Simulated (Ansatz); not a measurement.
Ansatz (a program for electronic structure) input:

Ansatz 0.2 input:
```yaml
crystal:
  lattice:
    - [2.5911139491, 1.495980336, 4.5494878562]
    - [-2.5911139491, 1.495980336, 4.5494878562]
    - [0.0, -2.991960672, 4.5494878562]
  atoms:
    - { symbol: Li, position: [0.75, 0.75, 0.75] }
    - { symbol: Li, position: [0.25, 0.25, 0.25] }
    - { symbol: Nb, position: [0.0, 0.0, 0.0] }
    - { symbol: Nb, position: [0.5, 0.5, 0.5] }
    - { symbol: O, position: [0.6296163223, 0.8703836777, 0.25] }
    - { symbol: O, position: [0.3703836777, 0.1296163223, 0.75] }
    - { symbol: O, position: [0.25, 0.6296163223, 0.8703836777] }
    - { symbol: O, position: [0.75, 0.3703836777, 0.1296163223] }
    - { symbol: O, position: [0.8703836777, 0.25, 0.6296163223] }
    - { symbol: O, position: [0.1296163223, 0.75, 0.3703836777] }
kpoints:
  mp_grid: { grid: [4, 4, 4] }
hamiltonian:
  xc: hse06
  pseudopotentials: { kind: paw }
scf:
  n_extra_bands: 10
  occupations: { method: fixed }
output:
  eigenvalues: true
  eigenstates:
    e_range: [-9.0, 11.8]
    kpoints:
      - [0.0, 0.151042, -0.151042]  # VBM
      - [0.0, 0.5, 0.5]  # CBM
      - [0.0, 0.0, 0.0]  # GAMMA
      - [0.5, 0.5, 0.5]  # T
      - [0.5, 0.0, 0.0]  # L
      - [0.5, 0.0, 0.5]  # F
      - [0.3693750522, -0.3693750522, 0.0]  # S_0
      - [0.6306249478, 0.0, 0.3693750522]  # S_2
      - [0.5, -0.2387501044, 0.2387501044]  # H_0
      - [0.7612498956, 0.2387501044, 0.5]  # H_2
```

Output (shortened):

```
Pseudopotential: Li, paw, valence charge 3
Pseudopotential: Nb, paw, valence charge 13
Pseudopotential: O, paw, valence charge 6
Functional definition: HSE06
davidson cushion auto → on  (no smearing: the cushion is to keep the highest requested band from converging to the state above it …
Crystal: 10 atoms, lattice volume = 105.810 Å³
Basis set: ecut = 420 eV, 2073 PW (Γ)
Bands: 44, of which v1, the nominal top of the filled ones, is band 34 counted from 1 (33 counted from 0)
Symmetry: 12 space group operations
Space group: R-3c (ITA 167), of the structure as read, at distance tolerance 4.7e-5 Å
k-points: 13 of 64
SCF iter   1: F=—  HF=-12929.138139 eV  |F-HF|=—  |Δ(HF+E_count)|=         —  Δρ=2.00e-3  dr2=2.58e-3  ethr=1.77e-3  ⟨swp⟩=6.6  Hψ=2687  notcnv=0
preconditioner: auto → none
SCF iter   2: F=—  HF=-12929.141809 eV  |F-HF|=—  |Δ(HF+E_count)|=   3.67e-3  Δρ=1.91e-3  dr2=3.65e-3  ethr=3.79e-6  ⟨swp⟩=5.1  Hψ=2212  notcnv=0  defer=1
iter 3 solved again at ethr=1.75e-7 eV; its pass at ethr=3.79e-6 eV (dr2=1.19e-4 eV) is discarded
SCF iter   3: F=-12929.141410 eV  HF=-12929.141253 eV  |F-HF|=1.57e-4  |Δ(HF+E_count)|=   5.56e-4  Δρ=5.06e-4  dr2=1.23e-4  ethr=1.75e-7  ⟨swp⟩=3.1  Hψ=2799  notcnv=0  defer=1
SCF 1 stopped early in 3 iterations: F = -12929.141410 eV  dr2 = 1.23e-4
Crystal: 10 atoms, lattice volume = 105.810 Å³
Exchange kernel: α = 0.2500, screened, ω = 0.2079 Å⁻¹, Wigner–Seitz truncation, v(0) = 1045.3976 eV·Å³, q-mesh 4×4×4, nearest image of the exchange supercell L …
Frozen-core exchange: fock
SCF iter   1: F=—  HF=-12932.439988 eV  |F-HF|=—  |Δ(HF+E_count)|=         —  Δρ=1.94e-2  dr2=6.98e-1  ethr=1.80e-6  ⟨swp⟩=7.2  Hψ=2874  notcnv=0
preconditioner: auto → none
SCF iter   2: F=—  HF=-12932.319309 eV  |F-HF|=—  |Δ(HF+E_count)|=   1.21e-1  Δρ=1.82e-2  dr2=3.53e-1  ethr=1.80e-6  ⟨swp⟩=5.2  Hψ=2765  notcnv=0
SCF iter   3: F=—  HF=-12932.244625 eV  |F-HF|=—  |Δ(HF+E_count)|=   7.47e-2  Δρ=3.46e-3  dr2=1.35e-2  ethr=1.80e-6  ⟨swp⟩=4.9  Hψ=2393  notcnv=0
SCF iter   4: F=—  HF=-12932.280856 eV  |F-HF|=—  |Δ(HF+E_count)|=   3.62e-2  Δρ=2.37e-3  dr2=7.10e-3  ethr=1.80e-6  ⟨swp⟩=4.0  Hψ=1910  notcnv=0
SCF iter   5: F=—  HF=-12932.279013 eV  |F-HF|=—  |Δ(HF+E_count)|=   1.84e-3  Δρ=6.22e-4  dr2=1.81e-4  ethr=1.80e-6  ⟨swp⟩=3.1  Hψ=1719  notcnv=0
SCF iter   6: F=-12932.279355 eV  HF=-12932.279362 eV  |F-HF|=7.28e-6  |Δ(HF+E_count)|=   3.49e-4  Δρ=1.93e-4  dr2=2.00e-5  ethr=2.07e-7  ⟨swp⟩=3.0  Hψ=1572  notcnv=0
SCF 2 stopped early in 6 iterations: F = -12932.279355 eV  dr2 = 2.00e-5
hybrid outer 1: dexx = +4.140e-2 eV, tail = 9.45e-5 eV
Crystal: 10 atoms, lattice volume = 105.810 Å³
Exchange kernel: α = 0.2500, screened, ω = 0.2079 Å⁻¹, Wigner–Seitz truncation, v(0) = 1045.3976 eV·Å³, q-mesh 4×4×4, nearest image of the exchange supercell L …
Frozen-core exchange: fock
SCF iter   1: F=—  HF=-12932.278828 eV  |F-HF|=—  |Δ(HF+E_count)|=         —  Δρ=6.10e-5  dr2=1.52e-6  ethr=6.95e-7  ⟨swp⟩=3.0  Hψ=1341  notcnv=0
preconditioner: auto → none
SCF iter   2: F=—  HF=-12932.278830 eV  |F-HF|=—  |Δ(HF+E_count)|=   1.63e-6  Δρ=3.16e-5  dr2=3.97e-7  ethr=1.96e-9  ⟨swp⟩=4.2  Hψ=1955  notcnv=0
SCF iter   3: F=-12932.278830 eV  HF=-12932.278830 eV  |F-HF|=1.60e-9  |Δ(HF+E_count)|=   5.22e-8  Δρ=1.41e-5  dr2=5.56e-8  ethr=4.90e-10  ⟨swp⟩=2.9  Hψ=1294  notcnv=0
SCF 3 converged in 3 iterations: F = -12932.278830 eV  dr2 = 5.56e-8
hybrid outer 2: dexx = +1.299e-6 eV, tail = 1.44e-7 eV, Δε = 2.55e-3 eV (about 1.27e-4 eV left of the loop's levels)
the search or the solves at the SCF's close seem to have found levels that the self-consistency loop had missed (the run counts 1) …
NSCF: frozen V_eff on 10 k-points
hybrid SCF converged: 2 outer / 9 inner (+3 warm-up), last move |dexx| = 1.30e-6 eV, tail = 1.44e-7 eV
Stability not checked (fock_operator)
Free energy (F): -12932.278830 eV
Frozen-core exchange: fock
Harris-Foulkes:  -12932.278830 eV  (|F-HF|=1.60e-9)
Internal energy: -12932.278830 eV  (E = F + TS)
E sigma→0 (E₀):  -12932.278830 eV
Fermi energy:    6.350908 eV
--- Per-component energies (eV) ---
  E_band       = -663.958602
  E_kinetic    = 1890.988215
  E_local      = -4257.584012  (includes V_loc(G=0)·N_el)
  E_nonlocal   = 436.636229
  E_hartree    = 1438.737185
  E_xc         = -656.474184
  E_vxc        = -813.192961  (∫ρ·V_xc dr)
  E_exx        = -212.146833  (= α·E_x^exact, valence–valence)
  E_paw        = -7086.073198  (= ΣΔE_a)
  E_vpaw       = -373.999574  (= ΣTr[D̂ρ^β])
  E_aug_tail   = 0.014426  (compensation charges beyond the density's cutoff)
  E_ewald      = -4485.381555
  E_core_change = -0.995103  (= ΣΔE_core)
  E_smearing   =  0.000000  (= −TS)
  E_closure    =  0.000000  (closes the sum)
  Σ components = -12932.278830   (vs F -12932.278830, Δ=0.00e0)
  [band-id]    e_kinetic+e_local+e_nonlocal+2·e_hartree+e_vxc+2·e_exx+e_vpaw+e_augmentation_tail = -663.956974   (vs E_band -663.958602, Δ=1.63e-3)
--- Band table (eV; the first three rows and the last of 13) ---
  k-point 0: bands = ["-51.3587", "-51.3401", "-38.9288", "-38.9264", "-26.2173", "-26.2173", "-26.2040", "-26.0084", "-26.0084", "-25.9698", "-12.3506", "-11.7966", "-11.7966", "-10.3772", "-10.3731", "-10.3731", "1.0001", "1.0001", "1.4437", "1.5921", …
  k-point 1: bands = ["-51.3560", "-51.3428", "-38.9285", "-38.9268", "-26.1893", "-26.1880", "-26.1709", "-26.0415", "-26.0404", "-26.0053", "-12.0865", "-11.6201", "-11.6103", "-10.6819", "-10.6086", "-10.6068", "1.4767", "1.5169", "1.8351", "1.8997", …
  k-point 2: bands = ["-51.3494", "-51.3494", "-38.9277", "-38.9277", "-26.1181", "-26.1181", "-26.1155", "-26.1155", "-26.0893", "-26.0893", "-11.4438", "-11.4438", "-11.1757", "-11.1757", "-11.0593", "-11.0593", "2.2898", "2.2898", "2.5303", "2.5303", …
  k-point 12: bands = ["-51.3494", "-51.3494", "-38.9277", "-38.9277", "-26.1149", "-26.1149", "-26.1149", "-26.1149", "-26.0915", "-26.0915", "-11.4303", "-11.4303", "-11.1303", "-11.1303", "-11.1303", "-11.1303", "2.3666", "2.3666", "2.3666", "2.3666", …
```

Cost: about 7 core-minutes (a rough figure) on shared cores.

The points marked VBM and CBM come from a semilocal run.

The first step of the workflow began from a Materials Project structure, measured or hypothetical; the Crystallography Open Database files this formula in space group No. 167, but the cells were not matched. It is not the phase usual at ambient conditions (space group No. 161). The cell was relaxed with PBEsol under the symmetry of its start; its stability against distortions is not shown here. No spin polarisation was allowed. Scalar-relativistic: spin–orbit coupling is off unless named, which matters more the heavier the elements.

Potentials: the later of the program's two PAW sets.

Ansatz is a plane-wave DFT program.
